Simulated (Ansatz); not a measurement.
Sb₂Se₃:
```cif
data_Sb8Se12
_chemical_formula_sum 'Sb8 Se12'
_space_group_name_H-M_alt 'Pnma'
_space_group_IT_number 62
_space_group_name_Hall '-P 2ac 2n'
_cell_length_a 12.86243
_cell_length_b 4.03041
_cell_length_c 11.55121
_cell_angle_alpha 90.000
_cell_angle_beta 90.000
_cell_angle_gamma 90.000
loop_
_atom_site_label
_atom_site_type_symbol
_atom_site_symmetry_multiplicity
_atom_site_Wyckoff_symbol
_atom_site_fract_x
_atom_site_fract_y
_atom_site_fract_z
_atom_site_occupancy
Sb1 Sb 4 c 0.13694 0.75000 0.03679 1
Sb2 Sb 4 c 0.03634 0.25000 0.33198 1
Se1 Se 4 c 0.04723 0.25000 0.86721 1
Se2 Se 4 c 0.20378 0.25000 0.19067 1
Se3 Se 4 c 0.12742 0.75000 0.45244 1
```

Relaxed with PBE.

Question: Which orbitals make up the states near the band edges in DFT-PBE in the program Ansatz with PAW potentials?

Answer: Top 1 eV of the valence band: Se 4p 82 %, Sb 5s 9 %, Sb 5p 7 %. Bottom 1 eV of the conduction band: Sb 5p 59 %, Se 4p 28 %, Se 4s 6 %. Projections are on Löwdin-orthogonalised atomic valence shells; empty p or d shells of many metals are not among them.

Question: Tabulate the density of states.

Answer: States/eV per cell of 20 atoms, in 0.25 eV bins, energy from the valence-band maximum.

```
E (eV)  total  Se 4p  Sb 5p  Sb 5s
------  -----  -----  -----  -----
-7.86    3.84   0.63   0.06   2.29
-7.61    2.42   0.35   0.02   1.43
-7.36    4.26   0.61   0.04   2.43
-7.11    1.02   0.15   0.01   0.57
-6.86    0.00   0.00   0.00   0.00
-6.61    0.00   0.00   0.00   0.00
-6.36    0.00   0.00   0.00   0.00
-6.11    0.00   0.00   0.00   0.00
-5.86    0.00   0.00   0.00   0.00
-5.61    0.00   0.00   0.00   0.00
-5.36    0.00   0.00   0.00   0.00
-5.11    0.00   0.00   0.00   0.00
-4.86    8.96   4.99   3.66   0.02
-4.61    5.84   3.31   2.37   0.03
-4.36   10.06   5.80   3.81   0.14
-4.11   13.89   8.26   5.07   0.21
-3.86   15.20   9.20   5.36   0.19
-3.61   14.45   8.69   5.15   0.21
-3.36   12.16   7.44   4.23   0.17
-3.11   18.20  11.09   6.37   0.26
-2.86   17.34  10.66   5.82   0.35
-2.61   19.62  12.20   6.32   0.43
-2.36   15.17   9.53   4.73   0.40
-2.11   18.53  11.97   5.42   0.53
-1.86   12.20   8.32   3.16   0.30
-1.61   10.07   8.09   1.46   0.24
-1.36   19.99  17.27   1.61   0.64
-1.11   17.03  14.28   1.41   0.92
-0.86   18.55  16.08   1.12   0.95
-0.61   22.17  18.08   1.52   2.10
-0.36   14.55  11.51   1.07   1.66
-0.11    4.04   3.17   0.29   0.48
0.14     0.00   0.00   0.00   0.00
0.39     0.00   0.00   0.00   0.00
0.64     0.00   0.00   0.00   0.00
0.89     0.78   0.16   0.49   0.03
1.14     3.77   0.88   2.37   0.11
1.39    10.74   3.03   6.37   0.26
1.64     9.66   2.95   5.55   0.21
1.89    13.39   4.45   7.47   0.24
2.14    20.17   6.81  11.51   0.32
2.39    16.26   5.69   9.15   0.22
2.64    16.94   6.10   9.31   0.24
2.89    16.53   5.97   9.18   0.18
3.14    15.13   5.58   8.17   0.20
3.39    13.04   4.93   6.95   0.15
3.64    16.49   6.36   8.62   0.14
3.89    13.67   5.32   7.12   0.13
4.14     7.75   2.95   4.00   0.06
4.39    12.21   4.61   5.96   0.05
4.64     7.75   2.20   2.80   0.02
4.89     1.69   0.08   0.07   0.00
5.14     7.25   0.47   0.36   0.02
5.39     7.58   0.43   0.32   0.01
5.64     5.57   0.20   0.14   0.01
```

Symmetry was held in the PBE relaxation. A crystal of weakly bound chains computed without a dispersion correction: the cell and the soft elastic constants depend strongly on that. Scalar-relativistic: spin–orbit coupling is off unless named, which matters more the heavier the elements.

Potentials: the later of the program's two PAW sets.
